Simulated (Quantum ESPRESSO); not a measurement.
# Strain and stress in Al4Ir2LiMg

All numbers below are calculated, not measured. They come from Quantum ESPRESSO 7.5, a public plane-wave density functional program. Each row is one single-point run on a made-up periodic cell of eight metal atoms, with elements, volume, strain and displacements drawn at random and not relaxed, so a cell may be unstable or far from any real phase. There is no spin polarisation or spin-orbit coupling.

Settings: PBE unless stated; PseudoDojo standard norm-conserving files; Fermi-Dirac width 0.25 eV, which means electrons at about 2900 K; cutoff 1143 eV; 6 x 6 x 6 k mesh shifted half a step off Gamma. E is the free energy of the whole cell (internal energy minus TS), so a -TS column is already part of it. Stress is positive in tension, and the pressure P is minus a third of its trace.

Checks: one run of this series was repeated at a higher cutoff and on a denser mesh, which moved values by no more than 0.004 eV, 0.03 GPa and 0.005 eV/Å, and a second program with other atomic files agreed on it to 2 % rms in force and 0.5 GPa in pressure. Known limits: heavy elements are run without spin-orbit coupling, which real alloys of them have; a spin test at this wide smearing found no moment, but such smearing suppresses magnetism that the real alloy may have.

The lattice is hexagonal close-packed, and the cell vectors in Å are (-0.028, 4.978, 0.063); (2.797, 0.042, 4.629); (2.881, -0.075, -4.680), a volume of 131.53 Å³ in run 4. The elements on sites 1 to 8 are Mg Al Li Ir Ir Al Al Al. Each run adds the same stretch e along x and y to one drawn cell, with the atoms carried along. E is counted from run 4.

```
run,e (%),s_xx (GPa),s_yy (GPa),s_zz (GPa),s_xy (GPa),P (GPa),E (meV)
1,-2.35,2.80,10.41,0.57,-1.79,-4.59,-299.1
2,-2.03,3.57,11.06,1.01,-1.77,-5.21,-263.2
3,-0.90,6.02,13.08,2.47,-1.67,-7.19,-107.9
4,-0.25,7.27,14.09,3.27,-1.62,-8.21,0.0
5,1.03,9.40,15.75,4.75,-1.50,-9.97,247.3
6,2.12,?,?,?,?,?,?
7,2.45,11.34,17.17,6.25,-1.37,-11.59,567.9
```

## Worked fit

A parabola through the runs shown gives s_xx = 7.72 + 1.787 e - 0.128 e² GPa with e in per cent, an error of 0.005 on the linear term and a scatter of 0.02 GPa. The atoms are clamped and the cell is already under stress, so the slope belongs to this path and is not an elastic constant of a real alloy.

## Withheld run

Question: what s_xx should run 6 give?

The fit gives 10.93 ± 0.02 GPa. The calculation gave 10.93 GPa.
